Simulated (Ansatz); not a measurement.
**Spin-resolved density of states of CoMo (P-6m2)**

The source of the geometry is a structure from the Materials Project; atoms and cell stay fixed.

Settings: LDA, 14×14×8 k mesh, Fermi–Dirac smearing of 0.05 eV. LAPW is all-electron LAPW in Ansatz 0.2.0. Site moments are integrated in spheres about the atoms.

The run was typed so:

```yaml
crystal:
  lattice:
    - [2.6949279053, 0.0, 0.0]
    - [-1.3474639526, 2.3338760273, 0.0]
    - [0.0, 0.0, 4.183618]
  atoms:
    - { symbol: Co, position: [0.6666666667, 0.3333333333, 0.5], spin: 0.4 }
    - { symbol: Mo, position: [0.3333333333, 0.6666666667, 0.0] }
magnetization:
  spin_polarized: true
kpoints:
  mp_grid: { grid: [14, 14, 8] }
scf:
  occupations: { method: fermi_dirac, width: 0.05 }
  lower_state_search: "off"
hamiltonian:
  xc: lda
  pseudopotentials: { kind: all_electron, lapw: { basis_error: 0.001 } }
output:
  forces: true
  stress: true
  eigenvalues: false
  populations: true
  dos: { projected: true, de: 0.1, e_range: [-8, 5] }
```

Command: `ansatz run input.yaml --threads 1 --pin off --max-ram 3072MiB --backend cpu --events-out ev --progress --plain --runs-dir out`

Density of states, smoothed by a Gaussian of 0.15 eV:

| E − E_F (eV) | majority (states/eV/cell) | minority (states/eV/cell) |
| --- | --- | --- |
| -7.00 | 0.06 | 0.06 |
| -6.75 | 0.07 | 0.07 |
| -6.50 | 0.09 | 0.08 |
| -6.25 | 0.10 | 0.10 |
| -6.00 | 0.12 | 0.12 |
| -5.75 | 0.15 | 0.14 |
| -5.50 | 0.19 | 0.18 |
| -5.25 | 0.30 | 0.26 |
| -5.00 | 0.74 | 0.63 |
| -4.75 | 0.97 | 0.96 |
| -4.50 | 0.89 | 0.87 |
| -4.25 | 0.99 | 0.90 |
| -4.00 | 1.18 | 1.10 |
| -3.75 | 1.12 | 1.09 |
| -3.50 | 1.16 | 1.00 |
| -3.25 | 1.16 | 1.04 |
| -3.00 | 1.22 | 1.10 |
| -2.75 | 1.38 | 1.17 |
| -2.50 | 1.97 | 1.23 |
| -2.25 | 1.42 | 1.85 |
| -2.00 | 1.64 | 1.40 |
| -1.75 | 2.26 | 1.52 |
| -1.50 | 2.47 | 2.16 |
| -1.25 | 2.37 | 2.35 |
| -1.00 | 1.69 | 2.40 |
| -0.75 | 1.52 | 1.84 |
| -0.50 | 1.44 | 1.52 |
| -0.25 | 1.35 | 1.33 |
| 0.00 | 0.97 | 1.30 |
| 0.25 | 0.94 | 1.22 |
| 0.50 | 1.02 | 1.11 |
| 0.75 | 1.02 | 1.11 |
| 1.00 | 0.88 | 1.12 |
| 1.25 | 0.73 | 0.89 |
| 1.50 | 0.78 | 0.74 |
| 1.75 | 1.11 | 0.96 |
| 2.00 | 1.08 | 1.22 |
| 2.25 | 0.97 | 1.03 |
| 2.50 | 0.94 | 1.02 |
| 2.75 | 0.79 | 0.93 |
| 3.00 | 0.47 | 0.54 |
| 3.25 | 0.34 | 0.35 |
| 3.50 | 0.35 | 0.35 |
| 3.75 | 0.36 | 0.35 |
| 4.00 | 0.36 | 0.36 |
| 4.25 | 0.37 | 0.37 |
| 4.50 | 0.41 | 0.41 |

Q: What spin moment does the cell carry?

A: 0.39 μB. Site moments (μB): Co1 0.44, Mo2 -0.03.

Löwdin populations of d and f shells (filled inner shells left out):

| shell | up | down |
| --- | --- | --- |
| Co1 3d | 4.15 | 3.71 |
| Mo2 4d | 2.67 | 2.70 |

The Ansatz runs typed with the search for lower states off end where their start leads. These are results for the start and cell typed. The real compound can order otherwise, in a larger cell, or not at all, since semilocal functionals at zero temperature often overstate magnetism.
